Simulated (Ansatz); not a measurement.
Relaxed BAs (zinc blende):

```
BAs
1.0
    0.00000     4.78259     4.78259
    2.39129     2.39129     4.78259
    2.39129     2.39129     0.00000
As B
2 2
Cartesian
  3.58694   8.36952   8.36952
  3.58694   5.97823   5.97823
  0.00000   0.00000   0.00000
  2.39129   4.78259   2.39129
```

The atoms are displaced by Q × the pattern below (from a DFPT mode at X = (0.5, 0.5, 0.0), largest move 1; Q in Å), at fixed cell. (q is in reciprocal vectors of the primitive cell; the cell shown is doubled to hold the pattern.)

```json
[
 {"atom": "B3", "x": "0.000", "y": "0.000", "z": "-1.000"},
 {"atom": "B4", "x": "0.000", "y": "0.000", "z": "1.000"}
]
```

Atoms not listed stay in place.

The numbers are results of r2SCAN (plane waves to 500 eV, PAW, scalar-relativistic; Ansatz, a first-principles code), not measurements. k mesh 12×12×12 (Γ-centred), Fermi-Dirac smearing 0.05 eV. Energies are smeared free energies. Stress and pressure are positive under compression. BAs was relaxed with its symmetry unable to fall. The PAW data are Ansatz's earlier set. ΔE is measured from the undisplaced structure.

Q: Give the computed ΔE (meV/cell) and P (GPa) at Q (Å) = -0.180, -0.120, -0.090, -0.060, -0.030, 0.030, 0.060, 0.120.

A: 
| Q (Å) | ΔE (meV/cell) | P (GPa) |
|---|---|---|
| -0.180 | 692 | 2.95 |
| -0.120 | 310 | 1.32 |
| -0.090 | 175 | 0.74 |
| -0.060 | 78 | 0.33 |
| -0.030 | 19 | 0.08 |
| 0.030 | 19 | 0.08 |
| 0.060 | 78 | 0.33 |
| 0.120 | 310 | 1.32 |

(A displaced cell: forces are minus the slopes of the energy, force constants its curvatures, and phonons follow from these.)
